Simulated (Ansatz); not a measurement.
**AlGaN2 (P-4m2), two-dimensional strain map**

The calculation used Ansatz, DFT r2SCAN, scalar-relativistic, plane waves, PAW. The runs took a 500 eV cutoff, a Γ-centred 8×8×6 mesh and Gaussian smearing (0.05 eV). No spin polarisation. Energies are free energies at this smearing, counted from the undisturbed cell; pressure is positive in compression.

Zero of the scan (as given, not relaxed at this level; it stands at -0.4 GPa, and it needn't be the usual structure):

```xyz
4
Lattice="3.1409 0.0000 0.0000 0.0000 3.1409 0.0000 0.0000 0.0000 4.4238" Properties=species:S:1:pos:R:3 pbc="T T T"
Al    1.5704    1.5704    2.2119
Ga    0.0000    0.0000    0.0000
N     1.5704    0.0000    3.2660
N     0.0000    1.5704    1.1579
```

The cell is strained by p along both x and y and by q along z, fractional coordinates fixed. Points are written (p, q).

Energy above the undisturbed cell in meV/atom (a dash: not computed):

```csv
p \ q,-0.030,-0.015,0.000,0.015,0.030
-0.030,59.0,40.9,?,20.6,18.3
-0.015,?,13.5,6.4,4.2,6.7
0.000,8.3,1.9,0.0,?,9.6
0.015,5.9,4.6,7.5,14.5,25.5
0.030,17.2,?,27.6,38.6,53.2
```

Q: Fill in the withheld energies.

A: (-0.030, 0.000): 28.1; (-0.015, -0.030): 25.5; (0.000, 0.015): 2.6; (0.030, -0.015): 20.5.